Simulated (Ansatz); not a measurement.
Ga₂Se₃ (space group Cc)

```
CELL_PARAMETERS angstrom
      3.32476    -5.82461     0.00000
      3.32476     5.82461     0.00000
     -2.14360     0.00000     6.28168
ATOMIC_POSITIONS crystal
  Ga 0.78170 0.27889 0.50498
  Ga 0.27889 0.78170 0.00498
  Ga 0.41433 0.58579 0.50121
  Ga 0.58579 0.41433 0.00121
  Se 0.59329 0.74906 0.88919
  Se 0.74906 0.59329 0.38919
  Se 0.04624 0.21091 0.35826
  Se 0.21091 0.04624 0.85826
  Se 0.37728 0.90299 0.39396
  Se 0.90299 0.37728 0.89396
```

Equation-of-state scan: isotropic scaling of the cell above, V₀ being its volume. The atoms relax within the cell's symmetry.

Method: PBEsol (plane waves to 420 eV, PAW, scalar-relativistic; Ansatz, a first-principles code). k mesh 6×6×6 (Γ-centred), Fermi-Dirac smearing 0.05 eV. Stress and pressure are positive under compression. Ga2Se3 was relaxed with its symmetry unable to fall.

At one point of the scan the stress tensor (GPa) is:

```
   0.93     0.00    -0.02
   0.00     0.80     0.00
  -0.02     0.00     1.04
```

Question: Which point is it?
(A) V/V₀ = 0.950
(B) V/V₀ = 0.900
(C) V/V₀ = 0.975
(D) V/V₀ = 0.925

Answer: C, V/V₀ = 0.975

(A scan under strain: stresses follow from slopes of the energy per volume, elastic moduli from its curvatures.)
